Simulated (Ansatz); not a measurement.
Rocksalt alloy of MgO and CdO (22 of 32 Mg sites exchanged), 64 atoms

Ansatz, PAW, plane waves. PBEsol relaxation of volume and atoms (shape held) at the single k point (¼, ¼, ¼) without its symmetry partners; single points on the relaxed atoms at the Γ point alone, onto which points of the small cell's zone fold. Arrangement: quasirandom. No spin–orbit coupling unless named.

Relaxed structure:

```
O Cd Mg
1.0
     9.14318    0.00000    0.00000
     0.00000    9.14318    0.00000
     0.00000    0.00000    9.14318
O Cd Mg
32 22 10
Direct
  0.25243 0.01910 0.99845
  0.25060 0.00199 0.50005
  0.26328 0.48903 0.98670
  0.26545 0.50032 0.51414
  0.74875 0.00027 0.99986
  0.74719 0.98478 0.49993
  0.73211 0.49834 0.99839
  0.73455 0.51024 0.50145
  0.01396 0.25275 0.98789
  0.00052 0.25153 0.51455
  0.99784 0.74820 0.98552
  0.98409 0.74708 0.51296
  0.48947 0.26555 0.00984
  0.50069 0.26625 0.48675
  0.49915 0.73346 0.99567
  0.50962 0.73510 0.50253
  0.99978 0.00110 0.24974
  0.00265 0.99000 0.74987
  0.00048 0.49864 0.25019
  0.01498 0.50258 0.75009
  0.49849 0.98038 0.24913
  0.49824 0.98406 0.74942
  0.49753 0.50475 0.24993
  0.48799 0.50932 0.74919
  0.26369 0.25275 0.23611
  0.24092 0.26322 0.76127
  0.26015 0.74930 0.24985
  0.24757 0.73679 0.74944
  0.73274 0.24897 0.24947
  0.76743 0.24974 0.75030
  0.73792 0.74826 0.26415
  0.74636 0.74690 0.73781
  0.00206 0.00172 0.99663
  0.99758 0.99824 0.50296
  0.00378 0.49967 0.99631
  0.99999 0.50126 0.50391
  0.49855 0.99957 0.00131
  0.50058 0.99644 0.49774
  0.25214 0.25387 0.50136
  0.25224 0.74758 0.99716
  0.25250 0.74777 0.50225
  0.74821 0.25123 0.99956
  0.74843 0.25111 0.50013
  0.74602 0.74781 0.99816
  0.25332 0.00265 0.24773
  0.24958 0.00025 0.75113
  0.25293 0.50039 0.24820
  0.74531 0.99811 0.25125
  0.75142 0.99631 0.74851
  0.74520 0.50088 0.25118
  0.74887 0.50092 0.74896
  0.00239 0.24956 0.24757
  0.99615 0.75050 0.25275
  0.49681 0.25474 0.75133
  0.49489 0.50133 0.99579
  0.49933 0.50435 0.50339
  0.25411 0.25651 0.99675
  0.74385 0.74565 0.50326
  0.25319 0.50094 0.75175
  0.00705 0.25826 0.75275
  0.00164 0.74628 0.74718
  0.49708 0.26845 0.24664
  0.50179 0.74319 0.25450
  0.50062 0.74195 0.74672
```

(1) What are the mean bond lengths by pair (pairs within 1.2 times the sum of covalent radii, less contacts 15 % beyond the pair's median; cation–cation pairs of compounds aside; long ionic contacts are cut short by that bound)?

(2) What gap lies between the top filled and the lowest empty level in the single points?

Answers

(1) Cd–O 2.326 ± 0.064 Å (standard deviation, 132 bonds); Mg–O 2.197 ± 0.066 Å (standard deviation, 59 bonds).

(2) HSE06 1.53 eV (6.9 min on 7 threads of Neoverse-V2); r²SCAN 0.69 eV (66 s on 7 threads of Neoverse-V2).
